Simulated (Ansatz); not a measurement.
**Trial structures of TiAl3F: starts and ends**

Level of theory: DFT PBE, scalar-relativistic, plane waves, PAW (Ansatz 0.2.0). All cells share a 420 eV cutoff and Γ-centred k meshes spaced at most about 0.3 Å⁻¹ (about 0.25 or finer for metals, 2π included). Collinear spin in cells that started with moments and kept them past the coarse steps, no spin elsewhere.

Each guess was relaxed in cell and atoms at zero pressure, within the symmetry of its start. All energies are static (0 K, no zero-point motion). Coordination counts Al or Ti atoms around F (for each partner element, those within 1.25 times its shortest distance or 1.15 times the sum of covalent radii, where it is the nearest in units of that sum or under 1.3; the shortest distance is added where it is long for a bond).

```tsv
guess	made from	start group	V start (Å³/atom)	end group	V end (Å³/atom)	coordination at the end	gap on mesh (eV)	largest moment (μB)	E over the lowest end (meV/atom)
1	random cell	P4/mmm	17.2	P4/mmm	18.4	F 4	0	-	659
2	random cell	Cmmm	15.6	?	?	?	?	?	?
3	random cell	Pm-3m	14.0	Pm-3m (antiperovskite)	27.3	F 12 from 3.6 Å	0	1.5	1149
4	LuBRh3 type	Pm-3m	14.1	Pm-3m (antiperovskite)	15.3	F 6 from 2.1 Å	0	-	114
5	random cell	P6/mmm	14.9	P6/mmm	20.6	F 2	0	-	0
```

Guess 2 as it starts:

```cif
data_structure
_symmetry_space_group_name_H-M 'Cmmm'
_symmetry_Int_Tables_number 65
_cell_length_a 4.2321
_cell_length_b 8.4735
_cell_length_c 4.3585
_cell_angle_alpha 90.000
_cell_angle_beta 90.000
_cell_angle_gamma 90.000
_cell_volume 156.30
loop_
_atom_site_label
_atom_site_type_symbol
_atom_site_symmetry_multiplicity
_atom_site_Wyckoff_symbol
_atom_site_fract_x
_atom_site_fract_y
_atom_site_fract_z
_atom_site_occupancy
Ti1 Ti 2 a 0.00000 0.00000 0.00000 1
Al1 Al 4 i 0.00000 0.66524 0.00000 1
Al2 Al 2 d 0.00000 0.00000 0.50000 1
F1 F 2 b 0.50000 0.00000 0.00000 1
```

Question: Fill in the missing row: what does this guess relax into, and where does it rank?

Answer: It ends in space group Cmmm (No. 65), with a = 4.867 Å, b = 9.045 Å, c = 5.217 Å, 23.0 Å³/atom and no gap, without spin. It lies 0.52 eV/atom over the lowest end, above guess 4 and below guess 1. Counting Al or Ti atoms around F, this end has F 4 and the lowest (guess 5) has F 2.

```cif
data_structure
_symmetry_space_group_name_H-M 'Cmmm'
_symmetry_Int_Tables_number 65
_cell_length_a 4.8668
_cell_length_b 9.0451
_cell_length_c 5.2169
_cell_angle_alpha 90.000
_cell_angle_beta 90.000
_cell_angle_gamma 90.000
_cell_volume 229.65
loop_
_atom_site_label
_atom_site_type_symbol
_atom_site_symmetry_multiplicity
_atom_site_Wyckoff_symbol
_atom_site_fract_x
_atom_site_fract_y
_atom_site_fract_z
_atom_site_occupancy
Ti1 Ti 2 a 0.00000 0.00000 0.00000 1
Al1 Al 4 i 0.50000 0.21354 0.00000 1
Al2 Al 2 d 0.00000 0.00000 0.50000 1
F1 F 2 b 0.50000 0.00000 0.00000 1
```

The zero of energy is the elements' standard structures at the same level (F₂ as a molecule); no fitted shifts are applied.

Question: Is the lowest end bound against the elements?

Answer: Yes: its formation energy is −0.56 eV/atom. A negative formation energy is needed for stability but isn't enough: competing phases decide.

The magnetic state reached may not be the lowest. Cells relaxed within their symmetry can be saddle points. A lower structure may well exist outside this small set. Some candidate types were left out of the draw beforehand, so a known form may be missing.
